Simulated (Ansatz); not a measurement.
Polymorphs of WO$_{3}$, each relaxed with PBEsol in the plane-wave PAW code Ansatz:

A: Pnma
a = 15.651 Å, b = 3.730 Å, c = 3.773 Å, α = β = γ = 90.00°

```
atom  site  symmetry       x       y       z
----  ----  --------  ------  ------  ------
W       4c       .m.  0.0950  0.2500  0.0255
O       4c       .m.  0.2027  0.2500  0.0147
O       4c       .m.  0.4382  0.2500  0.4979
O       4c       .m.  0.0772  0.2500  0.5094
```

B: ReO3 type (Pm-3m)
a = 3.800 Å, b = 3.800 Å, c = 3.800 Å, α = 90.00°, β = 90.00°, γ = 90.00°

```
atom  site  symmetry       x       y       z
----  ----  --------  ------  ------  ------
W       1a      m-3m  0.0000  0.0000  0.0000
O       3d    4/mm.m  0.0000  0.0000  0.5000
```

C: P4/nmm
a = b = 5.3146 Å, c = 3.9348 Å, α = β = γ = 90.00°

| atom | site | symmetry | x | y | z |
|---|---|---|---|---|---|
| W | 2c | 4mm | 0.0000 | 0.5000 | 0.0648 |
| O | 2c | 4mm | 0.5000 | 0.0000 | 0.4896 |
| O | 4d | ..2/m | 0.2500 | 0.2500 | 0.0000 |

Q: Order them by energy per atom at 0 K (lowest first) at the level PBEsol.

A: C (+0 meV/atom), B (+24 meV/atom), A (+83 meV/atom)

Q: Give each one's gap.

A: A 1.12 eV; B 0.59 eV; C 0.58 eV.

Built on a structure type that need not be the filed one of that space group: A. Standing as an ambient phase not checked: A; B; C. Began spin-polarised and lost the moments: A. Weakly bound layers, chains or molecules computed without a dispersion correction, so cells and soft constants are ill determined: A. Unstable at this level: B; C. All cells were relaxed under the symmetry of their starts (and spin orders); stability against distortions was not tested throughout. Named crystals with no word on spin ran without spin polarisation. Spin–orbit coupling is left out wherever it is not named.

Energies hold the estimated change up to a 700 eV cutoff; steps of a few meV lie near the error of the meshes.

Potentials: the earlier of the program's two PAW sets. The files were generated under PBE; for other functionals the program regenerates the frozen cores, and for LDA and PBEsol the local potential too.
